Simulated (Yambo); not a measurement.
Yambo run on ZnCl$_{2}$ (space group P4_2/nmc, No. 137). The wavefunctions are norm-conserving PBEsol (Quantum ESPRESSO, 84 Ry, scalar-relativistic) ones on a 4×4×1 mesh (34 occupied bands); a = b = 3.685 Å, c = 10.887 Å, α = β = γ = 90.00°.

Yambo input:

```
rim_cut
gw0
dyson
el_el_corr
HF_and_locXC
ppa
em1d
RandQpts= 1000000
RandGvec= 1 Ry
EXXRLvcs= 84 Ry
VXCRLvcs= 336 Ry
Chimod= "HARTREE"
% BndsRnXp
 9 | 174 |
%
NGsBlkXp= 7 Ry
% LongDrXp
 1.0 | 1.0 | 1.0 |
%
PPAPntXp= 27.2114 eV
% GbndRnge
 1 | 174 |
%
GTermKind= "none"
DysSolver= "n"
ExtendOut
% QPkrange
 1 | 1 | 34 | 35 |
%
```

k points by index: 1 = Γ.

The o-*.qp file then holds:

```
#    K-point    Band    Eo [eV]    E [eV]    E-Eo [eV]    Vxc [eV]    Vnlxc [eV]    Sc|Eo [eV]    Sc|E [eV]    dSc/dw|Eo [eV]    Re(Z)    Im(Z)
#
    1    34    0.000000    -1.457554    -1.457554    -16.38873    -21.00541    2.805249    3.159124    -6.606019    0.804654    -0.001295
    1    35    3.756855    4.858466    1.101611    -11.24199    -6.864417    -3.069687    -3.275965    -5.094945    0.842291    -0.001061
```
(The two width columns are left out.) Convergence of these settings isn't established.

Geometry of the Materials Project entry, not relaxed at this level.

The distance between layers or molecules is the database entry's, not relaxed here. Functionals without dispersion can leave it too large, which widens gaps and weakens the response across layers: the numbers belong to this cell.
